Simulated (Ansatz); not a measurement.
# Two inputs for WS2 with Sb replacing W

This input was run with Ansatz:

```yaml
crystal:
  lattice:
    - [9.54, 0.0, 0.0]
    - [-4.77, 8.261882352, 0.0]
    - [0.0, 0.0, 12.5]
  atoms:
    - { symbol: Sb, position: [0.1111111111, 0.2222222222, 0.25] }
    - { symbol: W, position: [0.1111111111, 0.5555555556, 0.25] }
    - { symbol: W, position: [0.1111111111, 0.8888888889, 0.25] }
    - { symbol: W, position: [0.4444444444, 0.2222222222, 0.25] }
    - { symbol: W, position: [0.4444444444, 0.5555555556, 0.25] }
    - { symbol: W, position: [0.4444444444, 0.8888888889, 0.25] }
    - { symbol: W, position: [0.7777777778, 0.2222222222, 0.25] }
    - { symbol: W, position: [0.7777777778, 0.5555555556, 0.25] }
    - { symbol: W, position: [0.7777777778, 0.8888888889, 0.25] }
    - { symbol: W, position: [0.2222222222, 0.1111111111, 0.75] }
    - { symbol: W, position: [0.2222222222, 0.4444444444, 0.75] }
    - { symbol: W, position: [0.2222222222, 0.7777777778, 0.75] }
    - { symbol: W, position: [0.5555555556, 0.1111111111, 0.75] }
    - { symbol: W, position: [0.5555555556, 0.4444444444, 0.75] }
    - { symbol: W, position: [0.5555555556, 0.7777777778, 0.75] }
    - { symbol: W, position: [0.8888888889, 0.1111111111, 0.75] }
    - { symbol: W, position: [0.8888888889, 0.4444444444, 0.75] }
    - { symbol: W, position: [0.8888888889, 0.7777777778, 0.75] }
    - { symbol: S, position: [0.1111111111, 0.2222222222, 0.625] }
    - { symbol: S, position: [0.1111111111, 0.5555555556, 0.625] }
    - { symbol: S, position: [0.1111111111, 0.8888888889, 0.625] }
    - { symbol: S, position: [0.4444444444, 0.2222222222, 0.625] }
    - { symbol: S, position: [0.4444444444, 0.5555555556, 0.625] }
    - { symbol: S, position: [0.4444444444, 0.8888888889, 0.625] }
    - { symbol: S, position: [0.7777777778, 0.2222222222, 0.625] }
    - { symbol: S, position: [0.7777777778, 0.5555555556, 0.625] }
    - { symbol: S, position: [0.7777777778, 0.8888888889, 0.625] }
    - { symbol: S, position: [0.2222222222, 0.1111111111, 0.125] }
    - { symbol: S, position: [0.2222222222, 0.4444444444, 0.125] }
    - { symbol: S, position: [0.2222222222, 0.7777777778, 0.125] }
    - { symbol: S, position: [0.5555555556, 0.1111111111, 0.125] }
    - { symbol: S, position: [0.5555555556, 0.4444444444, 0.125] }
    - { symbol: S, position: [0.5555555556, 0.7777777778, 0.125] }
    - { symbol: S, position: [0.8888888889, 0.1111111111, 0.125] }
    - { symbol: S, position: [0.8888888889, 0.4444444444, 0.125] }
    - { symbol: S, position: [0.8888888889, 0.7777777778, 0.125] }
    - { symbol: S, position: [0.1111111111, 0.2222222222, 0.875] }
    - { symbol: S, position: [0.1111111111, 0.5555555556, 0.875] }
    - { symbol: S, position: [0.1111111111, 0.8888888889, 0.875] }
    - { symbol: S, position: [0.4444444444, 0.2222222222, 0.875] }
    - { symbol: S, position: [0.4444444444, 0.5555555556, 0.875] }
    - { symbol: S, position: [0.4444444444, 0.8888888889, 0.875] }
    - { symbol: S, position: [0.7777777778, 0.2222222222, 0.875] }
    - { symbol: S, position: [0.7777777778, 0.5555555556, 0.875] }
    - { symbol: S, position: [0.7777777778, 0.8888888889, 0.875] }
    - { symbol: S, position: [0.2222222222, 0.1111111111, 0.375] }
    - { symbol: S, position: [0.2222222222, 0.4444444444, 0.375] }
    - { symbol: S, position: [0.2222222222, 0.7777777778, 0.375] }
    - { symbol: S, position: [0.5555555556, 0.1111111111, 0.375] }
    - { symbol: S, position: [0.5555555556, 0.4444444444, 0.375] }
    - { symbol: S, position: [0.5555555556, 0.7777777778, 0.375] }
    - { symbol: S, position: [0.8888888889, 0.1111111111, 0.375] }
    - { symbol: S, position: [0.8888888889, 0.4444444444, 0.375] }
    - { symbol: S, position: [0.8888888889, 0.7777777778, 0.375] }
  symmetry: { detect: false }
total_charge: 1
kpoints:
  mp_grid: { grid: [3, 3, 2] }
scf:
  occupations: { method: tetrahedron }
hamiltonian:
  xc: pbe
  pseudopotentials: { kind: paw }
output:
  forces: true
  stress: true
  populations: true
  efg:
    quadrupole_moments_barn: { Sb: -0.543, S: -0.0694 }
    contact_densities: true
```

```sh
ansatz run input.yaml --threads 4 --pin off --max-ram 8192MiB --backend cpu --events-out ev --progress --plain --runs-dir out
```

It converged. Of its output the block on the nuclei alone is shown, without the SCF iterations, energies, forces and stress (one atom of each set):

```
--- PAW observables at the nuclei: V_zz in 10²¹ V/m², potentials from the cell's mean, atoms counted from 1 ---
  atom   1  Sb V_zz =    -7.241703   η = 0.0000   by run symmetry: not_imposed   C_q = +95.0813 MHz
            electrostatic potential = -8410.220717 V   contact ρ = 1350040.114305 e/Å³
  atom   2  W  V_zz =   -20.473202   η = 0.1759   by run symmetry: not_imposed
            electrostatic potential = -14805.366675 V   contact ρ = 8821990.114869 e/Å³
  atom   6  W  V_zz =   -16.301239   η = 0.0000   by run symmetry: not_imposed
            electrostatic potential = -14805.295791 V   contact ρ = 8821994.133980 e/Å³
  atom   8  W  V_zz =   -19.662270   η = 0.0000   by run symmetry: not_imposed
            electrostatic potential = -14805.229038 V   contact ρ = 8821989.438345 e/Å³
  atom  10  W  V_zz =   -17.143375   η = 0.0062   by run symmetry: not_imposed
            electrostatic potential = -14805.467994 V   contact ρ = 8821986.734386 e/Å³
  atom  12  W  V_zz =   -17.192319   η = 0.0003   by run symmetry: not_imposed
            electrostatic potential = -14805.470162 V   contact ρ = 8821986.489157 e/Å³
  atom  14  W  V_zz =   -16.995076   η = 0.0035   by run symmetry: not_imposed
            electrostatic potential = -14805.464503 V   contact ρ = 8821986.465532 e/Å³
  atom  19  S  V_zz =    -4.612991   η = 0.0000   by run symmetry: not_imposed   C_q = +7.7410 MHz
            electrostatic potential = -1638.162880 V   contact ρ = 19770.567624 e/Å³
  atom  20  S  V_zz =    -4.453575   η = 0.0066   by run symmetry: not_imposed   C_q = +7.4735 MHz
            electrostatic potential = -1638.142660 V   contact ρ = 19770.528563 e/Å³
  atom  24  S  V_zz =    -4.438100   η = 0.0000   by run symmetry: not_imposed   C_q = +7.4475 MHz
            electrostatic potential = -1638.145891 V   contact ρ = 19770.555227 e/Å³
  atom  26  S  V_zz =    -4.456812   η = 0.0000   by run symmetry: not_imposed   C_q = +7.4789 MHz
            electrostatic potential = -1638.140311 V   contact ρ = 19770.510779 e/Å³
  atom  28  S  V_zz =    -3.140282   η = 0.0146   by run symmetry: not_imposed   C_q = +5.2697 MHz
            electrostatic potential = -1638.157932 V   contact ρ = 19771.351245 e/Å³
  atom  30  S  V_zz =    -4.542931   η = 0.0488   by run symmetry: not_imposed   C_q = +7.6234 MHz
            electrostatic potential = -1637.990698 V   contact ρ = 19770.821584 e/Å³
  atom  32  S  V_zz =    -4.987806   η = 0.0407   by run symmetry: not_imposed   C_q = +8.3700 MHz
            electrostatic potential = -1637.919354 V   contact ρ = 19770.880794 e/Å³
```

(1) Can these gradients be trusted, and how do they compare with a run on standard settings?

Results:

(1) As results of these settings, within the limits told below. Against the standard input the change is `scf.occupations.width`: 0.01 → not typed; `scf.occupations.method`: fermi_dirac → tetrahedron; `crystal.symmetry`: not typed → {detect: false}. A site carries the number of its first atom; V_zz in 10²¹ V/m².

| site | atom | V_zz standard | η standard | V_zz here | η here |
| --- | --- | --- | --- | --- | --- |
| Sb | 1 | -7.33 | 0.00 | -7.24 | 0.00 |
| W2 | 2 | -20.5 | 0.18 | -20.5 | 0.18 |
| W6 | 6 | -16.58 | 0.00 | -16.30 | 0.00 |
| W8 | 8 | -19.78 | 0.00 | -19.66 | 0.00 |
| W10 | 10 | -17.21 | 0.01 | -17.14 | 0.01 |
| W12 | 12 | -17.25 | 0.00 | -17.19 | 0.00 |
| W14 | 14 | -17.05 | 0.00 | -17.00 | 0.00 |
| S19 | 19 | -4.63 | 0.00 | -4.61 | 0.00 |
| S24 | 24 | -4.44 | 0.00 | -4.44 | 0.00 |
| S28 | 28 | -3.21 | 0.08 | -3.14 | 0.01 |
| S30 | 30 | -4.55 | 0.05 | -4.54 | 0.05 |
| S32 | 32 | -5.01 | 0.03 | -4.99 | 0.04 |

The largest change of V_zz is on W6, from -16.58 to -16.30. In per cent, |V_zz| changes by -1 on Sb, -2 to 0 on W, -2 to 0 on S (all sites that start above 2). The table leaves out 2 of the 14 sites, with |V_zz| up to 4.47; their tensors move by 0.01 at most along any direction. The statements above cover all sites. SCF iterations: 11 and 13. New warnings: band table not solved further, missing band search inconclusive, tetrahedron derivatives may miss energy slope.

On the reference run: The run isn't spin-polarised, and a state with spin may lie lower. The defect repeats with the cell of 54 atoms, so it feels its images: sites between two images don't show the values beside a lone defect, and zeros or small values of η there can come from the images' arrangement. S and W carry a gradient in the pure host already, so the values there aren't the defect's effect alone. A uniform background compensates the cell's charge. The defect cell has no gap above 0.1 eV on its mesh, so the values can hang on the smearing and the k-mesh. Without spin–orbit coupling the gradients at and beside W can be off by some per cent, at some sites by more. With these PAW files V_zz is typically within 2 to 3 % of all-electron values, but misses above 10 % occur on Sb. The neighbours have not yet relaxed around the defect (largest force 1.5 eV/Å), so a real crystal will differ.
